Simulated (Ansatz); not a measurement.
**YMnO3: do energies and stresses tell the same story?**

All numbers below come from DFT PBEsol, scalar-relativistic, plane waves, PAW in Ansatz.

Cutoff 420 eV; k points 12×12×4 on the computed 10-atom cell (Γ-centred); Gaussian smearing, width 0.10 eV; collinear spin from starting moments 0 0 3.41 3.41 0 0 0 0 0 0 μB.

Relaxed cell: P6_3/mmc, a = 3.563 Å, b = 3.563 Å, c = 11.166 Å, α = 90.00°, β = 90.00°, γ = 120.00°, 10 atoms in the primitive cell.

Energies at zero smearing and pressures from the stress tensor, at volumes with shape and atoms relaxed:
```
V (Å³/atom) E − E(first) (meV/atom) P (GPa)
     10.805                     0.00    27.58
     11.173                   -53.27    19.14
     11.542                   -88.67    11.81
     11.910                  -108.64     5.60
     12.279                  -114.97     0.00
     12.647                  -109.27    -4.82
     13.015                   -93.38    -8.91
     13.506                   -58.92   -13.42
```

Check P = −dE/dV between neighbouring volumes, and get the bulk modulus from the pressures alone.

With 1 eV/Å³ = 160.2 GPa:
| middle V (Å³/atom) | −ΔE/ΔV (GPa) | mean P (GPa) |
| --- | --- | --- |
| 10.989 | 23.171 | 23.358 |
| 11.358 | 15.395 | 15.475 |
| 11.726 | 8.688 | 8.703 |
| 12.094 | 2.751 | 2.796 |
| 12.463 | -2.477 | -2.411 |
| 12.831 | -6.911 | -6.864 |
| 13.261 | -11.243 | -11.167 |

The two differ by 0.19 GPa at most. The mean of two end pressures misses the average over a step by about ΔV² P″/12, up to 0.11 GPa here; with that taken off 0.08 GPa remains, from the smearing term (the stress is the derivative of the free energy), the finite cutoff, the mesh or the relaxation's tolerance. The largest site moment goes from 2.84 to 3.19 μB along the series, which bends P(V). Around V = 12.279 Å³/atom, the two neighbours give B = −V ΔP/ΔV = 12.279 × 10.41 / 0.737 = 173.6 GPa, against B0 = 170.3 GPa from the Birch–Murnaghan fit of the energies.

Moments started parallel, and an antiferromagnetic order may lie lower.

Only this magnetic start was tried.